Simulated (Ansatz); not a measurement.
CaO:
```yaml
crystal:
  lattice:
    - [0.00000, 2.60680, 2.60680]
    - [2.60680, 0.00000, 2.60680]
    - [2.60680, 2.60680, 0.00000]
  atoms:
    - { symbol: Ca, position: [0.00000, 0.00000, 0.00000] }
    - { symbol: O, position: [0.25000, 0.25000, 0.25000] }
```

Relaxed with r²SCAN in the plane-wave PAW code Ansatz. Indices refer to the conventional cell of F-43m, a = 5.214 Å, b = 5.214 Å, c = 5.214 Å, α = 90.00°, β = 90.00°, γ = 90.00°.

Q: Simulate the powder diffraction pattern (Cu Kα, λ = 1.54184 Å; lines above 1 %) up to 2θ = 90°.

A: Simulated powder pattern, Cu Kα, λ = 1.54184 Å (kinematic, ideal powder, no thermal factors, no anomalous dispersion; the 30 strongest lines at most, above 1 %, up to 2θ = 90°):

```csv
2θ (°),d (Å),I/Imax (%),hkl
29.68,3.010,100,(111)
34.40,2.607,15,(200)
49.45,1.843,51,(220)
58.74,1.572,34,(311)
61.62,1.505,3.8,(222)
72.52,1.303,6.6,(400)
80.26,1.196,12,(331)
82.80,1.166,5.1,(420)
```

The start of the workflow was typed in or built on a structure type; neither database checked (COD, Materials Project) lists it. It is not the phase usual at ambient conditions (space group No. 225). Symmetry was held in the r²SCAN relaxation; its stability against distortions is not shown here.

Potentials: the earlier of the program's two PAW sets.
